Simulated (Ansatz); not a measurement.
ZnS:
```cif
data_S4Zn4
_chemical_formula_sum 'S4 Zn4'
_space_group_name_H-M_alt 'F-43m'
_space_group_IT_number 216
_space_group_name_Hall 'F -4 2 3'
_cell_length_a 5.29671
_cell_length_b 5.29671
_cell_length_c 5.29671
_cell_angle_alpha 90.000
_cell_angle_beta 90.000
_cell_angle_gamma 90.000
loop_
_atom_site_label
_atom_site_type_symbol
_atom_site_symmetry_multiplicity
_atom_site_Wyckoff_symbol
_atom_site_fract_x
_atom_site_fract_y
_atom_site_fract_z
_atom_site_occupancy
S1 S 4 c 0.25000 0.25000 0.25000 1
Zn1 Zn 4 a 0.00000 0.00000 0.00000 1
```
(The calculation used a cell of 2 atoms; values per cell refer to that cell.)

Relaxed with LDA.

### Question
Decompose the optical modes at the zone centre into irreducible representations, and say which are infrared and Raman allowed.

### Answer
Point group -43m: Γ_opt = T2. Infrared: T2. Raman: T2.

### Question
Assign frequencies (DFPT, LDA (plane waves, PAW; program Ansatz); without the LO–TO term).

### Answer
T2 291 cm⁻¹.

Symmetry was held in the LDA relaxation; phonons on a q-mesh show no instability.

Potentials: the later of the program's two PAW sets.
